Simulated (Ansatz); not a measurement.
Nb (bcc, W type)

```yaml
crystal:
  lattice:
    - [-3.30269, 3.30269, 3.30269]
    - [1.65135, -1.65135, 1.65135]
    - [1.65135, 1.65135, -1.65135]
  atoms:
    - { symbol: Nb, position: [0.00000, 0.00000, 0.00000] }
    - { symbol: Nb, position: [0.50000, 0.00000, 0.00000] }
```

Scan: atom 2 (Nb, nearest neighbour Nb at 2.860 Å; its periodic images, 2.9 Å or more away, move with it) is displaced along Cartesian x, direction (1.000, 0.000, 0.000) in Cartesian axes, by s. The other atoms stay.

Computed with r2SCAN (plane waves to 500 eV, PAW, scalar-relativistic; Ansatz, an electronic-structure program). k mesh 8×16×16 (Γ-centred), Fermi-Dirac smearing 0.05 eV. E stands for the smeared free energy. With partly filled bands, energies and forces of such displacements shift with the k mesh and the smearing. On this mesh the relaxed cell isn't quite at rest: it carries a pressure of -0.1 GPa (compression positive) at the zero of the scan. Nb is run without spin polarisation. Nb was relaxed with its symmetry unable to fall. The zero of ΔE is the undisplaced structure. The last digit holds for this mesh only.

| s (Å) | ΔE (meV/cell) |
|---|---|
| -0.290 | 182.7 |
| -0.232 | withheld |
| -0.174 | 73.9 |
| -0.116 | 34.2 |
| -0.058 | 8.7 |
| 0.000 | 0.0 |
| 0.058 | 8.7 |
| 0.116 | 34.2 |
| 0.174 | 73.9 |
| 0.232 | withheld |
| 0.290 | 182.7 |

**Question.** Fit an even polynomial form (powers 2, 4) to the given rows and predict ΔE at s = -0.232.

**Answer.** Least squares on the 9 given rows: ΔE = (2597)·s² + (-5052)·s⁴, in meV/cell with s in Å; root-mean-square residual 0.09 meV/cell. At -0.232 the fit gives 125.1 meV/cell; the calculation gives 124.3 meV/cell, so the interpolation is off by 0.8 (+0.6 %). The quadratic term alone would give 139.8 meV/cell.

(A displaced cell: forces are minus the slopes of the energy, force constants its curvatures, and phonons follow from these.)
